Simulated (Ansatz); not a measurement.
## BaLu2O4: checking a database structure before trusting its electric field gradients

The cell is a Materials Project structure (computed, not necessarily an observed phase).

Space group Cmcm (No. 63); a = 3.3821, b = 11.1320, c = 11.3171 Å.

| site | Wyckoff | site symmetry | x | y | z |
| --- | --- | --- | --- | --- | --- |
| Ba | 4c | m2m | 0.5000 | 0.6103 | 0.7500 |
| Lu | 8f | m.. | 0.5000 | 0.8643 | 0.9300 |
| O7 | 4a | 2/m.. | 0.0000 | 0.0000 | 0.5000 |
| O9 | 4c | m2m | 0.5000 | 0.9306 | 0.7500 |
| O10 | 8f | m.. | 0.5000 | 0.7596 | 0.1001 |

One atom of each set is listed; the run and its k-mesh use a cell of 14 atoms with edges of 5.82, 5.82, 11.32 Å.

Method: Kohn–Sham DFT in Ansatz, PBE, plane waves and PAW, scalar-relativistic, 420 eV cutoff, Γ-centred 7×7×2 k-points, Fermi–Dirac smearing 0.02 eV.

Q: Do the atoms and the cell lie near the calculated equilibrium?

A: Nearly. The largest force is 0.32 eV/Å, on atom 11 (O: 3 Lu at 2.21–2.25 Å; also 2 Ba at 2.80 Å), and the pressure is 1.5 GPa. Relaxing the atoms is still advisable, since electric field gradients respond to shifts of a few hundredths of an ångström.
